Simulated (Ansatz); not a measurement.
LaBi₂Au:
```cif
data_Au2Bi4La2
_chemical_formula_sum 'Bi4 La2 Au2'
_space_group_name_H-M_alt 'P 1'
_space_group_IT_number 1
_cell_length_a 4.69439
_cell_length_b 4.69439
_cell_length_c 10.23017
_cell_angle_alpha 90.000
_cell_angle_beta 90.000
_cell_angle_gamma 90.000
loop_
_space_group_symop_operation_xyz
  'x, y, z'
loop_
_atom_site_label
_atom_site_type_symbol
_atom_site_fract_x
_atom_site_fract_y
_atom_site_fract_z
_atom_site_occupancy
Bi1 Bi 0.50000 0.00000 0.82163 1
Bi2 Bi 0.00000 0.50000 0.17837 1
La1 La 0.00000 0.50000 0.76196 1
La2 La 0.50000 0.00000 0.23804 1
Bi3 Bi 0.00000 0.00000 0.50000 1
Bi4 Bi 0.50000 0.50000 0.50000 1
Au1 Au 0.00000 0.00000 0.00000 1
Au2 Au 0.50000 0.50000 0.00000 1
```

Relaxed with r²SCAN.

Problem. Tabulate the valence density and the electron localisation function along the shortest Bi–La contact (3.38 Å), r²SCAN (plane waves, PAW; program Ansatz).

Solution. 

```
distance from Bi (Å)  density (e/Å³)   ELF
--------------------  --------------  ----
0.34                            6.42  0.07
0.51                            4.84  0.16
0.68                            2.99  0.33
0.84                            1.39  0.44
1.01                            0.68  0.45
1.18                            0.41  0.48
1.35                            0.27  0.50
1.52                            0.19  0.40
1.69                            0.16  0.22
1.86                            0.17  0.14
2.03                            0.23  0.24
2.19                            0.41  0.55
2.36                            0.77  0.79
2.53                            1.26  0.85
2.70                            1.62  0.81
2.87                            1.65  0.60
3.04                            1.47  0.18
```

The density is the valence pseudo-density with augmentation charge, so density and ELF within about 1 Å of a nucleus are not all-electron values.

Space group P4/nmm. The workflow started from an entry of the Crystallography Open Database (COD, 100 K). Whether it is the stable phase at ambient conditions was not checked. Symmetry was held in the r²SCAN relaxation; its stability against distortions is not shown here. Spin–orbit coupling is left out wherever it is not named.

Potentials: the later of the program's two PAW sets.
